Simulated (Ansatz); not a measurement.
An Ansatz input and the part of its output that reports the observables at the nuclei.

The cell is a computed structure from the Materials Project (it need not be an observed phase), atoms as given.

```yaml
crystal:
  lattice:
    - [4.99264721, 0.0, 0.0]
    - [0.0, 4.99264721, 0.0]
    - [0.0, 0.0, 6.93392642]
  atoms:
    - { symbol: Si, position: [0.6986584, 0.6986584, 0.5] }
    - { symbol: Si, position: [0.8013416, 0.1986584, 0.75] }
    - { symbol: Si, position: [0.1986584, 0.8013416, 0.25] }
    - { symbol: Si, position: [0.3013416, 0.3013416, 0.0] }
    - { symbol: O, position: [0.89356859, 0.76138645, 0.32010849] }
    - { symbol: O, position: [0.10643141, 0.23861355, 0.82010849] }
    - { symbol: O, position: [0.76138645, 0.89356859, 0.67989151] }
    - { symbol: O, position: [0.26138645, 0.60643141, 0.07010849] }
    - { symbol: O, position: [0.23861355, 0.10643141, 0.17989151] }
    - { symbol: O, position: [0.39356859, 0.73861355, 0.42989151] }
    - { symbol: O, position: [0.60643141, 0.26138645, 0.92989151] }
    - { symbol: O, position: [0.73861355, 0.39356859, 0.57010849] }
kpoints:
  mp_grid: { grid: [5, 5, 4] }
scf:
  occupations: { method: fermi_dirac, width: 0.02 }
hamiltonian:
  xc: pbe
  pseudopotentials: { kind: paw }
output:
  forces: true
  stress: true
  populations: true
  efg: { quadrupole_moments_barn: { O: -0.02558 }, contact_densities: true }
```

```sh
ansatz run input.yaml --threads 1 --pin off --max-ram 2560MiB --backend cpu --events-out ev --progress --plain --runs-dir out
```

Of the output, the block on the nuclei alone is shown; the set-up, the SCF iterations, energies, forces and stress are cut. One atom of each set with nearly equal values is shown.

```
--- PAW observables at the nuclei: V_zz in 10²¹ V/m², potentials from the cell's mean, atoms counted from 1 ---
  atom   1  Si V_zz =    +0.397508   η = 0.9020   by run symmetry: allowed
            electrostatic potential = -1353.656569 V   contact ρ = 12801.214779 e/Å³
  atom   5  O  V_zz =    +9.321345   η = 0.1529   by run symmetry: allowed   C_q = -5.7655 MHz
            electrostatic potential = -617.974584 V   contact ρ = 2153.476340 e/Å³
```

At this cell the principal stresses reach 5 GPa in size with PBE, which can matter for small gradients. The largest force is 0.3 eV/Å, so the atoms aren't at the calculated equilibrium and relaxing them would move these values.
